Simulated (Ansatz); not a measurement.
Polymorphs of Ru₂C, each relaxed with r²SCAN in the plane-wave PAW code Ansatz:

A: P-3m1
a = 2.791 Å, b = 2.791 Å, c = 4.982 Å, α = 90.00°, β = 90.00°, γ = 120.00°

```csv
atom,site,symmetry,x,y,z
C,1a,-3m.,0.0000,0.0000,0.0000
Ru,2d,3m.,0.3333,0.6667,0.2655
```

B: P4/nmm
a = b = 3.7914 Å, c = 4.8077 Å, α = β = γ = 90.00°

```csv
atom,site,symmetry,x,y,z
Ru,2a,-4m2,0.0000,0.0000,0.0000
Ru,2c,4mm,0.5000,0.0000,0.4183
C,2c,4mm,0.0000,0.5000,0.1809
```

Q: Put the candidates in order of energy per atom at 0 K, lowest first, for r²SCAN.

A: A (+0 meV/atom), B (+12 meV/atom)

Constructed cells (a structure type filled with these elements, in neither database checked): A; B. All cells were relaxed under the symmetry of their starts (and spin orders); stability against distortions was not tested throughout. Rows with no word on spin ran without spin polarisation. Spin–orbit coupling is left out wherever it is not named.

Energies hold the estimated change up to a 700 eV cutoff; steps of a few meV lie near the error of the meshes.

Potentials: the earlier of the program's two PAW sets.
